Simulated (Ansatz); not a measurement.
HgSe:
```xyz
2
Lattice="0.0000 3.0664 3.0664 3.0664 0.0000 3.0664 3.0664 3.0664 0.0000" Properties=species:S:1:pos:R:3 pbc="T T T"
Se     4.5996     4.5996     4.5996
Hg     0.0000     0.0000     0.0000
```

Relaxed with PBEsol. Special points in fractions of this cell's reciprocal vectors: Γ (0.000, 0.000, 0.000); X (0.500, 0.000, 0.500); U (0.625, 0.250, 0.625); K (0.375, 0.375, 0.750); L (0.500, 0.500, 0.500); W (0.500, 0.250, 0.750).

List the band energies nearest the Fermi level at these points for DFT-PBEsol with spin–orbit coupling in the program Ansatz with PAW potentials.

In eV from the Fermi level; about four levels below and three above (degenerate sets whole), none deeper than 8.9 eV; points with the same levels are listed once.

```csv
k,below,above
Γ,0.00 0.00 0.00 0.00,4.35 4.35 5.76 5.76 5.76 5.76
X,-2.34 -2.34 -2.33 -2.33,2.64 2.64 2.82 2.82
U,-2.99 -2.80 -1.96 -1.88,2.72 2.79 4.28 4.28
L,-1.13 -1.13 -0.94 -0.94,0.93 0.93 5.70 5.70
W,-2.90 -2.63 -2.49 -2.37,3.33 3.53 4.89
```

Space group F-43m (zinc blende). Symmetry was held in the PBEsol relaxation. The Fermi level of a semimetal is unsure by some 0.05 eV on such meshes.

Potentials: the later of the program's two PAW sets.
